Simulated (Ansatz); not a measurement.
PbSe (rock salt)

```xyz
2
Lattice="0.0000 3.0508 3.0508 3.0508 0.0000 3.0508 3.0508 3.0508 0.0000" Properties=species:S:1:pos:R:3 pbc="T T T"
Se     0.0000     0.0000     0.0000
Pb     3.0508     3.0508     3.0508
```

E(V) scan at fixed shape, V₀ the volume above. Symmetry pins the atoms to their sites.

All values below come from PBEsol (plane waves to 420 eV, PAW, scalar-relativistic; Ansatz, a first-principles code). k mesh 10×10×10 (Γ-centred), Fermi-Dirac smearing 0.05 eV. Stress and pressure are positive under compression. PbSe was relaxed with its symmetry unable to fall. Spin-orbit coupling is left out, though Pb is heavy.

At one point of the scan the stress tensor (GPa) is:

```
   5.63     0.00     0.00
   0.00     5.63     0.00
   0.00     0.00     5.63
```

Which point is it?
A. V/V₀ = 0.917
B. V/V₀ = 0.950
C. V/V₀ = 0.900
D. V/V₀ = 0.933

A, V/V₀ = 0.917

(Under strain, the slope of the energy per volume gives the stress and its curvature an elastic modulus.)
